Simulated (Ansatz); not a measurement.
A generator proposed this cell of Al5N.

Space group P4mm (No. 99). a = 4.833 Å, b = 4.833 Å, c = 4.076 Å, α = 90.00°, β = 90.00°, γ = 90.00°
| atom | site | symmetry | x | y | z |
| --- | --- | --- | --- | --- | --- |
| Al | 4d | ..m | 0.2728 | 0.2728 | 0.1600 |
| Al | 1a | 4mm | 0.0000 | 0.0000 | 0.9136 |
| N | 1a | 4mm | 0.0000 | 0.0000 | 0.4540 |

Method: DFT PBE, scalar-relativistic, plane waves, PAW in Ansatz. Plane waves to 420 eV, a k mesh through Γ of 4×4×4 on the computed 6-atom cell and Gaussian smearing (0.10 eV); no spin polarisation.

Formation energies are uncorrected and refer to the elements' standard structures at the same level (N₂ as a molecule).

**Question.** What does a single point on this coarse mesh give?

**Answer.** The pressure is 42.2 GPa (the mean over three directions, positive in compression), the largest force is 10.20 eV/Å, and the energy is +1.58 eV/atom against the elements. The shortest distance is 1.87 Å.

**Question.** Is it a good guess?

**Answer.** A poor one: relaxing gains about 1.3 eV/atom (the start's value is from the coarse mesh, so the gain is rough) in 16 ionic steps and ends at +0.26 eV/atom on the finer mesh. The symmetry stays P4mm (No. 99). The volume per atom grows by 40.3 %, from 15.9 to 22.3 Å³. The shortest distance goes from 1.87 Å (Al–N) to 1.86 Å (Al–N). Conventional cell: a = 5.281 Å, c = 4.789 Å. Around Al on a site of symmetry m lie 1 N at 2.08 Å and 5 Al at 2.61–2.70 Å; around Al on a site of symmetry 4mm lies 1 N at 1.86 Å; N is surrounded by 1 Al at 1.86 Å and 4 Al at 2.08 Å.

The last run used an 8×8×8 mesh for its 6-atom cell and Gaussian smearing of 0.10 eV. The relaxation can't lower the symmetry of the start, and the grade says only how near the guess is to its own end. A structure relaxed within its symmetry needn't be a true minimum. Another cell of Al5N relaxed alike, in P1, lies 0.31 eV/atom lower, so this cell isn't the stable form at this level.
